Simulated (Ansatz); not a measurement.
Run on fcc Cu (111), 5 layers: DFT, PBE, PAW with Ansatz's default frozen-core files, scalar-relativistic (Ansatz 0.2.0). This run: field of 0.5 V/Å along the normal.

The slab is cut from a bulk crystal relaxed on PAW files (its atoms may have been relaxed since).

Command: `ansatz run input.yaml --threads 2 --pin off --max-ram 4096MiB --backend cpu --events-out ev --progress --plain --runs-dir out` It took 17 s on 2 threads of Intel(R) Xeon(R) Platinum 8488C (Sapphire Rapids), on a shared host, peak memory 0.48 GiB.

```yaml
crystal:
  lattice:
    - [2.5665139635, 0.0, 0.0]
    - [-1.2832569818, 2.2226662916, 0.0]
    - [0.0, 0.0, 24.3822]
  atoms:
    - { symbol: Cu, position: [0.8333333333, 0.1666666667, 0.3289492305] }
    - { symbol: Cu, position: [0.1666666667, 0.8333333333, 0.414186761] }
    - { symbol: Cu, position: [0.5, 0.5, 0.4999999962] }
    - { symbol: Cu, position: [0.8333333333, 0.1666666667, 0.5858132363] }
    - { symbol: Cu, position: [0.1666666667, 0.8333333333, 0.6710507761] }
kpoints:
  mp_grid: { grid: [15, 15, 1] }
scf:
  occupations: { method: fermi_dirac, width: 0.1 }
hamiltonian:
  xc: pbe
  pseudopotentials: { kind: paw }
output:
  forces: true
  stress: true
  eigenvalues: true
efield:
  axis: 3
  amplitude: 0.5
  dipole_correction: true
```

Output:

```
Engine: ansatz 0.2.0
Pseudopotentials: kind: paw
Pseudopotential: Cu, paw, valence charge 19, recommended cutoff 420 eV (normal), Cu.paw.azcp
Functional definition: PBE
  parameter kappa = 0.804
  parameter beta = 0.06672455060314922
  exchange = pbe_x(kappa = kappa, mu = beta*pi^2/3)
  correlation = pbe_c(beta = beta)
Crystal: 5 atoms, lattice volume = 139.088 Å³
Basis set: ecut = 420 eV, 2787 PW (Γ), exchange–correlation on 36×36×360 points (8 copies of the dense FFT grid, shifted against one another)
Bands: 57, of which v1, the nominal top of the filled ones, is band 48 counted from 1 (47 counted from 0)
Symmetry: 6 space group operations
k-points: 27 of 225 (time reversal used)
Non-local potential: Cu, projectors of the file, l = 0: 3, l = 1: 2, l = 2: 3, l = 3: 1
PAW form: soft (Blöchl's): semilocal exchange-correlation on the pseudo side does not see the compensation charge
PAW one-centre angular grid: Cu, 590 points (default); XC on 64 Gauss nodes
Initial density: superposition of atomic densities (neutral atoms: chi_scale 0, normalization atom, screened)
Initial wavefunctions: pseudopotential atomic-orbital guess
Functional: x = pbe(κ = 0.804, μ = 0.2195149727645171), c = pbe(β = 0.06672455060314922)
SCF iter   1: F=—  HF=-33129.179875 eV  |F-HF|=—  |Δ(HF+E_count)|=         —  Δρ=1.63e-1  dr2=2.48e1  ethr=3.10e-3  p=0.218 e·Å  D=2.83e-1 V/Å  ΔV_dip=-6.90 eV  dr2_dipole=1.02e0  V_vac-E_F(+/−)=6.60/2.84 eV  ⟨swp⟩=8.9  Hψ=6744  notcnv=0  defer=14
efield: sawtooth ramp at fractional position 0.9500 (placed from the atoms, in the widest stretch of the axis that holds none; the zero of the levels goes with the place), width 0.1000; the density the first Hamiltonian is built on has a dipole p = 0.218 e·Å; the dipole correction subtracts the counter field D = 2.83e-1 V/Å, which shifts the + side's vacuum level by -6.90 eV against the − side's; the planar-averaged density in the ramp window peaks in size at 1.8e-3 e/Å³
preconditioner: auto → LDOS  [metal: Δε(μ)=0.087 eV  Ē_g=7.672 eV  σ=0.100 eV  W_gap=0.21  n_scr=18 (ndim 8)  ℏωp=23.4 eV  f_vac=0.538  D(μ)=2.35/eV (n_scr^D=12)  β→1.0]
SCF iter   2: F=—  HF=-33156.385962 eV  |F-HF|=—  |Δ(HF+E_count)|=    2.72e1  Δρ=3.39e-1  dr2=8.86e1  ethr=3.10e-3  p=0.193 e·Å  D=2.51e-1 V/Å  ΔV_dip=-6.11 eV  dr2_dipole=6.50e-1  V_vac-E_F(+/−)=5.40/0.91 eV  ⟨swp⟩=3.6  Hψ=4446  notcnv=0  defer=61  recentre
SCF iter   3: F=—  HF=-33125.447962 eV  |F-HF|=—  |Δ(HF+E_count)|=    3.09e1  Δρ=5.30e-2  dr2=3.06e0  ethr=3.10e-3  p=0.197 e·Å  D=2.56e-1 V/Å  ΔV_dip=-6.25 eV  dr2_dipole=1.08e-1  V_vac-E_F(+/−)=7.00/2.61 eV  ⟨swp⟩=3.9  Hψ=4242  notcnv=0  defer=65
SCF iter   4: F=—  HF=-33125.152723 eV  |F-HF|=—  |Δ(HF+E_count)|=   2.95e-1  Δρ=3.31e-2  dr2=1.18e0  ethr=3.10e-3  p=0.187 e·Å  D=2.43e-1 V/Å  ΔV_dip=-5.93 eV  dr2_dipole=1.46e-1  V_vac-E_F(+/−)=6.96/2.26 eV  ⟨swp⟩=2.2  Hψ=2665  notcnv=0  defer=66
SCF iter   5: F=—  HF=-33125.006879 eV  |F-HF|=—  |Δ(HF+E_count)|=   1.46e-1  Δρ=4.73e-3  dr2=2.01e-2  ethr=1.24e-3  p=0.188 e·Å  D=2.44e-1 V/Å  ΔV_dip=-5.96 eV  dr2_dipole=4.72e-6  V_vac-E_F(+/−)=7.04/2.38 eV  ⟨swp⟩=2.0  Hψ=2419  notcnv=0  defer=66
SCF iter   6: F=—  HF=-33125.007313 eV  |F-HF|=—  |Δ(HF+E_count)|=   4.34e-4  Δρ=3.14e-3  dr2=9.84e-3  ethr=2.12e-5  p=0.185 e·Å  D=2.41e-1 V/Å  ΔV_dip=-5.87 eV  dr2_dipole=9.16e-5  V_vac-E_F(+/−)=7.09/2.35 eV  ⟨swp⟩=3.2  Hψ=3290  notcnv=0  defer=66
SCF iter   7: F=—  HF=-33125.008111 eV  |F-HF|=—  |Δ(HF+E_count)|=   7.98e-4  Δρ=9.10e-4  dr2=8.40e-4  ethr=1.04e-5  p=0.184 e·Å  D=2.40e-1 V/Å  ΔV_dip=-5.85 eV  dr2_dipole=1.94e-4  V_vac-E_F(+/−)=7.09/2.33 eV  ⟨swp⟩=2.0  Hψ=2084  notcnv=0  defer=66
SCF iter   8: F=—  HF=-33125.008913 eV  |F-HF|=—  |Δ(HF+E_count)|=   8.02e-4  Δρ=4.94e-4  dr2=2.43e-4  ethr=8.84e-7  p=0.183 e·Å  D=2.38e-1 V/Å  ΔV_dip=-5.80 eV  dr2_dipole=8.33e-6  V_vac-E_F(+/−)=7.11/2.30 eV  ⟨swp⟩=2.0  Hψ=2320  notcnv=0  defer=66
SCF iter   9: F=—  HF=-33125.008973 eV  |F-HF|=—  |Δ(HF+E_count)|=   6.08e-5  Δρ=2.52e-4  dr2=7.62e-5  ethr=2.56e-7  p=0.182 e·Å  D=2.37e-1 V/Å  ΔV_dip=-5.79 eV  dr2_dipole=3.63e-7  V_vac-E_F(+/−)=7.11/2.29 eV  ⟨swp⟩=2.0  Hψ=2267  notcnv=0  defer=66
SCF iter  10: F=—  HF=-33125.008978 eV  |F-HF|=—  |Δ(HF+E_count)|=   4.65e-6  Δρ=6.40e-5  dr2=4.78e-6  ethr=8.02e-8  p=0.182 e·Å  D=2.37e-1 V/Å  ΔV_dip=-5.78 eV  dr2_dipole=3.82e-7  V_vac-E_F(+/−)=7.12/2.29 eV  ⟨swp⟩=2.2  Hψ=2185  notcnv=0  defer=66
SCF iter  11: F=—  HF=-33125.008982 eV  |F-HF|=—  |Δ(HF+E_count)|=   3.59e-6  Δρ=2.37e-5  dr2=5.68e-7  ethr=5.04e-9  p=0.182 e·Å  D=2.37e-1 V/Å  ΔV_dip=-5.78 eV  dr2_dipole=4.36e-10  V_vac-E_F(+/−)=7.12/2.29 eV  ⟨swp⟩=2.0  Hψ=2228  notcnv=0  defer=66
SCF iter  12: F=—  HF=-33125.008983 eV  |F-HF|=—  |Δ(HF+E_count)|=   1.01e-6  Δρ=1.61e-5  dr2=2.90e-7  ethr=1.05e-10  p=0.182 e·Å  D=2.37e-1 V/Å  ΔV_dip=-5.78 eV  dr2_dipole=2.79e-8  V_vac-E_F(+/−)=7.12/2.28 eV  ⟨swp⟩=14.1  Hψ=8184  notcnv=0
SCF iter  13: F=—  HF=-33125.008984 eV  |F-HF|=—  |Δ(HF+E_count)|=   8.16e-7  Δρ=9.13e-6  dr2=1.28e-7  ethr=3.05e-10  p=0.182 e·Å  D=2.37e-1 V/Å  ΔV_dip=-5.78 eV  dr2_dipole=5.14e-8  V_vac-E_F(+/−)=7.12/2.28 eV  ⟨swp⟩=2.1  Hψ=2039  notcnv=0
SCF iter  14: F=-33125.008984 eV  HF=-33125.008984 eV  |F-HF|=1.79e-7  |Δ(HF+E_count)|=   9.66e-8  Δρ=4.68e-6  dr2=2.57e-8  ethr=1.05e-10  p=0.182 e·Å  D=2.37e-1 V/Å  ΔV_dip=-5.78 eV  dr2_dipole=9.79e-9  V_vac-E_F(+/−)=7.12/2.28 eV  ⟨swp⟩=8.1  Hψ=5950  notcnv=0
SCF 1 converged in 14 iterations: F = -33125.008984 eV  dr2 = 2.57e-8
  greatest PAW one-centre occupation: 1.000 electrons in one spin orbital (limit 2), on the Cu atom at site 4 (counted from 0), in its partial waves of l = 0
SCF converged after 14 iterations
Free energy (F): -33125.008984 eV
Harris-Foulkes:  -33125.008984 eV  (|F-HF|=1.79e-7)
Internal energy: -33124.962980 eV  (E = F + TS)
E sigma→0 (E₀):  -33124.985982 eV
Entropy (-TS):   -0.046004 eV (-9.201 meV/atom)
Fermi energy:    4.407262 eV
Dipole field:    D = 0.236810 V/Å  (p = 0.182025 e·Å, saw-weighted, corrected)
Work function:   not extracted (applied field tilts the vacuum); planar V_es + V_field profile in the machine report
Levels:          The Fermi level and band energies are counted from a zero that moves with the ramp; work functions are not
--- Per-component energies (eV) ---
  E_band       = -2959.994700
  E_kinetic    = 1497.944780
  E_local      = -215278.451007  (includes V_loc(G=0)·N_el)
  E_nonlocal   = 1954.205165
  E_hartree    = 105854.473710
  E_xc         = -445.108531
  E_vxc        = -574.145940  (∫ρ·V_xc dr)
  E_paw        = -8319.355771  (= ΣΔE_a)
  E_vpaw       = -2268.467791  (= ΣTr[D̂ρ^β])
  E_aug_tail   = 0.001351  (compensation charges beyond the density's cutoff)
  E_efield     = -0.069460  (sawtooth field / dipole correction)
  E_vefield    = -0.047909  (∫n·V_field dr)
  E_ewald      = 81611.396784
  E_smearing   = -0.046004  (= −TS)
  E_closure    = 0.000000  (closes the sum)
  Σ components = -33125.008984   (vs F -33125.008984, Δ=0.00e0)
--- Forces (eV/Å), atoms counted from 1 ---
  atom   1  Cu     0.00000000     0.00000000    -0.01179876
  atom   2  Cu    -0.00000000     0.00000000     0.00682619
  atom   3  Cu     0.00000000     0.00000000     0.00351514
  atom   4  Cu    -0.00000000     0.00000000     0.00526903
  atom   5  Cu    -0.00000000     0.00000000    -0.00386892
  max |Σ_I F_I| component: 5.73e-5 eV/Å
--- Stress (GPa, compression-positive) ---
       -1.341969       0.000000       0.000000
        0.000000      -1.341969       0.000000
        0.000000       0.000000       0.034114
  P = ⅓ Tr σ = -0.8833 GPa (-8.833 kbar)
--- Band table (eV; the first three rows and the last of 27) ---
  k-point 0: bands = ["-108.2212", "-108.1754", "-108.1750", "-107.8792", "-107.8711", "-65.6085", "-65.5550", "-65.5550", "-65.5541", "-65.5296", "-65.5046", "-65.5046", "-65.5040", "-65.5040", "-65.2391", "-65.2391", "-65.2328", "-65.2328", "-65.2024", "-65.1929", "-4.6820", "-3.7861", "-2.4731", "-1.1824", "-0.7026", "1.2541", "1.3234", "1.3855", "1.3855", "1.4355", "1.4355", "1.5071", "1.5071", "1.5136", "1.7435", "1.7435", "1.7580", "1.7580", "1.8558", "2.2054", "2.2054", "2.2961", "2.2961", "2.4814", "2.4814", "2.7496", "2.7496", "2.8194", "2.8194", "3.4167", "4.1228", "7.5077", "8.9235", "9.5274", "10.7124", "11.4561", "13.2790"]
  k-point 1: bands = ["-108.2208", "-108.1751", "-108.1746", "-107.8788", "-107.8707", "-65.6076", "-65.5608", "-65.5559", "-65.5512", "-65.5301", "-65.5077", "-65.5073", "-65.5055", "-65.5048", "-65.2425", "-65.2400", "-65.2361", "-65.2336", "-65.2021", "-65.1926", "-4.5403", "-3.6487", "-2.3431", "-1.0654", "-0.6068", "1.1995", "1.2477", "1.3397", "1.4343", "1.4352", "1.4701", "1.4759", "1.5245", "1.5552", "1.6873", "1.7332", "1.7795", "1.7817", "1.8033", "2.1693", "2.1752", "2.3055", "2.3211", "2.4812", "2.5246", "2.5900", "2.7276", "2.7491", "2.8211", "3.7283", "4.4968", "7.6404", "9.0288", "9.6476", "10.8353", "11.5836", "13.4110"]
  k-point 2: bands = ["-108.2196", "-108.1740", "-108.1736", "-107.8778", "-107.8697", "-65.6049", "-65.5713", "-65.5584", "-65.5490", "-65.5319", "-65.5171", "-65.5155", "-65.5079", "-65.5071", "-65.2519", "-65.2455", "-65.2424", "-65.2360", "-65.2011", "-65.1916", "-4.1219", "-3.2451", "-1.9677", "-0.7369", "-0.3415", "1.0314", "1.1172", "1.2055", "1.2990", "1.4286", "1.5136", "1.5525", "1.5776", "1.6109", "1.6714", "1.6927", "1.7312", "1.8606", "1.9288", "2.0797", "2.1504", "2.2340", "2.3155", "2.3177", "2.4814", "2.5086", "2.7470", "2.8257", "3.0401", "4.3145", "5.3088", "8.0379", "9.3437", "10.0155", "11.2089", "11.9668", "13.8057"]
  k-point 26: bands = ["-108.2110", "-108.1658", "-108.1657", "-107.8696", "-107.8614", "-65.6133", "-65.6132", "-65.5884", "-65.5597", "-65.5592", "-65.5591", "-65.5449", "-65.5394", "-65.5391", "-65.2938", "-65.2932", "-65.2874", "-65.2869", "-65.1936", "-65.1840", "0.4093", "0.4472", "0.4473", "0.5116", "0.5119", "0.6120", "0.6160", "0.7899", "0.7914", "1.1510", "1.2794", "1.2808", "1.6758", "1.6905", "1.7259", "1.7350", "2.0831", "2.0832", "2.2618", "2.3348", "2.6634", "2.6681", "2.6805", "2.7527", "2.7570", "7.6850", "7.6853", "7.8801", "8.1793", "8.6915", "8.7034", "9.6342", "9.6344", "10.2753", "10.9506", "12.0390", "12.1428"]
```

Next run (core holes in 2p of Cu), as changes to the input before:

```diff
   eigenvalues: true
-efield:
-  axis: 3
-  amplitude: 0.5
-  dipole_correction: true
+  core_levels:
+    shells: { Cu: ["2p"] }
+    counted_from: fermi_level
+    add_spin: false
```

Command: `ansatz run input.yaml --threads 2 --pin off --max-ram 4096MiB --backend cpu --events-out ev --progress --plain --runs-dir out` It took 38 s on 2 threads of Intel(R) Xeon(R) Platinum 8488C (Sapphire Rapids), on a shared host, peak memory 0.6 GiB.

Results part of the output:

```
SCF 1 converged in 10 iterations: F = -33124.963482 eV  dr2 = 1.57e-8
  greatest PAW one-centre occupation: 1.000 electrons in one spin orbital (limit 2), on the Cu atom at site 4 (counted from 0), in its partial waves of l = 0
── core hole 1/3: 2p of Cu 0 ──
── 2p of Cu 0: 936.430 eV over the cell without the hole, in 13 iterations ──
── core hole 2/3: 2p of Cu 1 ──
── 2p of Cu 1: 936.727 eV over the cell without the hole, in 14 iterations ──
── core hole 3/3: 2p of Cu 2 ──
── 2p of Cu 2: 936.709 eV over the cell without the hole, in 12 iterations ──
SCF converged after 10 iterations
Free energy (F): -33124.963482 eV
Harris-Foulkes:  -33124.963482 eV  (|F-HF|=7.24e-8)
Internal energy: -33124.917391 eV  (E = F + TS)
E sigma→0 (E₀):  -33124.940437 eV
[... lines left out ...]
--- Band table (eV; the first three rows and the last of 27) ---
  k-point 0: bands = ["-108.2073", "-108.1616", "-108.1612", "-107.8616", "-107.8616", "-65.5947", "-65.5412", "-65.5412", "-65.5402", "-65.5157", "-65.4908", "-65.4908", "-65.4902", "-65.4902", "-65.2223", "-65.2223", "-65.2223", "-65.2223", "-65.1841", "-65.1841", "-4.6682", "-3.7725", "-2.4595", "-1.1688", "-0.6889", "1.2679", "1.3372", "1.3993", "1.3993", "1.4493", "1.4493", "1.5209", "1.5209", "1.5274", "1.7574", "1.7574", "1.7715", "1.7715", "1.8699", "2.2193", "2.2193", "2.3098", "2.3098", "2.4951", "2.4951", "2.7632", "2.7632", "2.8330", "2.8330", "3.4406", "4.1281", "8.5822", "8.9983", "9.5205", "10.7426", "11.0314", "13.1720"]
  k-point 1: bands = ["-108.2069", "-108.1612", "-108.1608", "-107.8612", "-107.8612", "-65.5937", "-65.5469", "-65.5420", "-65.5374", "-65.5162", "-65.4938", "-65.4935", "-65.4916", "-65.4910", "-65.2257", "-65.2257", "-65.2232", "-65.2232", "-65.1838", "-65.1837", "-4.5266", "-3.6350", "-2.3295", "-1.0518", "-0.5931", "1.2134", "1.2615", "1.3536", "1.4481", "1.4491", "1.4839", "1.4897", "1.5383", "1.5690", "1.7011", "1.7469", "1.7933", "1.7955", "1.8169", "2.1831", "2.1891", "2.3193", "2.3349", "2.4950", "2.5400", "2.6035", "2.7407", "2.7628", "2.8347", "3.7483", "4.5056", "8.6924", "9.1315", "9.6364", "10.8670", "11.1572", "13.3051"]
  k-point 2: bands = ["-108.2058", "-108.1602", "-108.1598", "-107.8601", "-107.8601", "-65.5910", "-65.5574", "-65.5446", "-65.5351", "-65.5180", "-65.5033", "-65.5017", "-65.4940", "-65.4933", "-65.2351", "-65.2351", "-65.2256", "-65.2256", "-65.1828", "-65.1828", "-4.1082", "-3.2314", "-1.9541", "-0.7233", "-0.3277", "1.0452", "1.1310", "1.2193", "1.3128", "1.4424", "1.5273", "1.5663", "1.5914", "1.6246", "1.6851", "1.7065", "1.7449", "1.8743", "1.9425", "2.0936", "2.1642", "2.2494", "2.3293", "2.3307", "2.4951", "2.5217", "2.7606", "2.8393", "3.0540", "4.3323", "5.3218", "9.0199", "9.5312", "9.9920", "11.2456", "11.5354", "13.7035"]
  k-point 26: bands = ["-108.1971", "-108.1519", "-108.1519", "-107.8519", "-107.8519", "-65.5994", "-65.5994", "-65.5745", "-65.5458", "-65.5453", "-65.5453", "-65.5310", "-65.5254", "-65.5254", "-65.2770", "-65.2770", "-65.2764", "-65.2764", "-65.1752", "-65.1752", "0.4231", "0.4611", "0.4611", "0.5256", "0.5256", "0.6257", "0.6297", "0.8044", "0.8044", "1.1648", "1.2938", "1.2938", "1.6902", "1.7031", "1.7439", "1.7439", "2.0970", "2.0970", "2.2755", "2.3484", "2.6795", "2.6795", "2.6943", "2.7685", "2.7685", "7.6990", "7.6990", "7.8938", "8.1929", "8.7109", "8.7109", "9.6480", "9.6480", "10.2890", "10.9638", "12.1048", "12.1048"]
--- Core levels from the Fermi level (as output.core_levels.counted_from types it; a hole's nearest image at 2.6 Å) ---
  the holes have no spin, as output.core_levels.add_spin types it
  atom         alike  shell      binding/eV   shift/eV difference/eV images/eV   SCF
  Cu 0             2     2p         936.430     +0.000       936.430         –    13
  Cu 1             2     2p         936.727     +0.297       936.727         –    14
  Cu 2             1     2p         936.709     +0.279       936.709         –    12
  the dataset of Cu with a 2p hole: scattering error 0.002 eV; free atom: scalar-relativistic, large and small components
  the two lines of Cu's 2p: 2p1/2 +13.371 eV and 2p3/2 -6.686 eV off its levels, 1 : 2 in strength
```

Next run (Zn in place of Cu in the outer layer), as changes to the input before:

```diff
   atoms:
-    - { symbol: Cu, position: [0.8333333333, 0.1666666667, 0.3289492305] }
+    - { symbol: Zn, position: [0.8333333333, 0.1666666667, 0.3289492305] }
   eigenvalues: true
-  core_levels:
-    shells: { Cu: ["2p"] }
-    counted_from: fermi_level
-    add_spin: false
+efield:
+  axis: 3
+  amplitude: 0
+  dipole_correction: true
```

Results part of the output:

```
SCF 1 converged in 10 iterations: F = -29819.076861 eV  dr2 = 2.50e-8
  greatest PAW one-centre occupation: 1.000 electrons in one spin orbital (limit 2), on the Cu atom at site 4 (counted from 0), in its partial waves of l = 0
SCF converged after 10 iterations
Free energy (F): -29819.076861 eV
Harris-Foulkes:  -29819.076861 eV  (|F-HF|=9.04e-8)
Internal energy: -29819.024828 eV  (E = F + TS)
E sigma→0 (E₀):  -29819.050845 eV
Entropy (-TS):   -0.052033 eV (-10.407 meV/atom)
Fermi energy:    4.371109 eV
Dipole field:    D = -0.013196 V/Å  (p = -0.010143 e·Å, saw-weighted, corrected)
Work function:   Φ+ = 4.7997 eV   Φ− = 4.4779 eV
Levels:          The Fermi level and band energies are counted from a zero that moves with the ramp; work functions are not
--- Per-component energies (eV) ---
  E_band       = -2410.223317
  E_kinetic    = 1330.750043
  E_local      = -196694.846704  (includes V_loc(G=0)·N_el)
  E_nonlocal   = 2171.383229
  E_hartree    = 96748.780145
[... lines left out ...]
  Σ components = -29819.076861   (vs F -29819.076861, Δ=0.00e0)
--- Forces (eV/Å), atoms counted from 1 ---
  atom   1  Zn    -0.00000000    -0.00000000    -0.60973505
  atom   2  Cu     0.00000000     0.00000000     0.58633353
  atom   3  Cu    -0.00000000    -0.00000000     0.00541164
  atom   4  Cu     0.00000000     0.00000000     0.04000830
  atom   5  Cu    -0.00000000     0.00000000    -0.02200267
  max |Σ_I F_I| component: 1.58e-5 eV/Å
--- Stress (GPa, compression-positive) ---
        0.246487      -0.000000       0.000000
       -0.000000       0.246487       0.000000
        0.000000       0.000000       1.506234
  P = ⅓ Tr σ = 0.6664 GPa (6.664 kbar)
--- Band table (eV; the first three rows and the last of 27) ---
  k-point 0: bands = ["-108.4687", "-108.2569", "-108.2273", "-107.8992", "-65.8669", "-65.7867", "-65.7867", "-65.6427", "-65.5857", "-65.5857", "-65.5850", "-65.5590", "-65.5590", "-65.2563", "-65.2563", "-65.2282", "-5.5562", "-4.5037", "-3.7984", "-3.2442", "-3.2442", "-2.7007", "-2.6609", "-2.6609", "-1.2667", "-0.7406", "1.0858", "1.2289", "1.2289", "1.2697", "1.3643", "1.3643", "1.4187", "1.4187", "1.5481", "1.7273", "1.7273", "1.9917", "1.9917", "2.2074", "2.2074", "2.4468", "2.4468", "2.4993", "2.7548", "2.7548", "3.8135", "7.9897", "8.7844", "9.1575", "10.4010", "10.6619", "12.8140"]
  k-point 1: bands = ["-108.4683", "-108.2565", "-108.2269", "-107.8988", "-65.8664", "-65.7902", "-65.7876", "-65.6420", "-65.5903", "-65.5866", "-65.5838", "-65.5622", "-65.5598", "-65.2597", "-65.2572", "-65.2279", "-5.4180", "-4.3744", "-3.7238", "-3.2657", "-3.2075", "-2.7058", "-2.6678", "-2.5995", "-1.1617", "-0.6489", "1.0617", "1.1545", "1.2481", "1.2758", "1.3460", "1.3880", "1.4041", "1.4635", "1.5239", "1.7169", "1.7656", "1.9047", "1.9761", "2.1475", "2.2055", "2.3426", "2.4485", "2.5754", "2.7553", "2.9433", "4.1764", "8.1035", "8.9109", "9.2783", "10.5260", "10.7871", "12.9458"]
  k-point 2: bands = ["-108.4672", "-108.2554", "-108.2259", "-107.8977", "-65.8651", "-65.7998", "-65.7900", "-65.6401", "-65.6001", "-65.5891", "-65.5837", "-65.5711", "-65.5621", "-65.2691", "-65.2596", "-65.2269", "-5.0176", "-4.0178", "-3.5152", "-3.3142", "-3.1024", "-2.8105", "-2.6876", "-2.2931", "-0.8624", "-0.3946", "0.9399", "1.0277", "1.1517", "1.2240", "1.3456", "1.4043", "1.5053", "1.5068", "1.5954", "1.6534", "1.7868", "1.8410", "1.9731", "2.1023", "2.2119", "2.2696", "2.4510", "2.6138", "2.7566", "3.5430", "4.9412", "8.4423", "9.2896", "9.6481", "10.9048", "11.1644", "13.3403"]
  k-point 26: bands = ["-108.4590", "-108.2469", "-108.2179", "-107.8895", "-65.8545", "-65.8425", "-65.8418", "-65.6436", "-65.6411", "-65.6312", "-65.6129", "-65.6018", "-65.5852", "-65.3110", "-65.3105", "-65.2193", "-3.3921", "-3.3412", "-3.1913", "-3.1775", "-2.9062", "0.2890", "0.3309", "0.4368", "0.4429", "0.5618", "0.5752", "0.7596", "0.7957", "0.9799", "1.0242", "1.2564", "1.6613", "1.7073", "1.9384", "1.9659", "2.1524", "2.2506", "2.5739", "2.6677", "2.6817", "6.2761", "6.4143", "6.7910", "7.6545", "7.9627", "8.3506", "8.9017", "9.1869", "9.4467", "10.4814", "10.6269", "11.9331"]
```
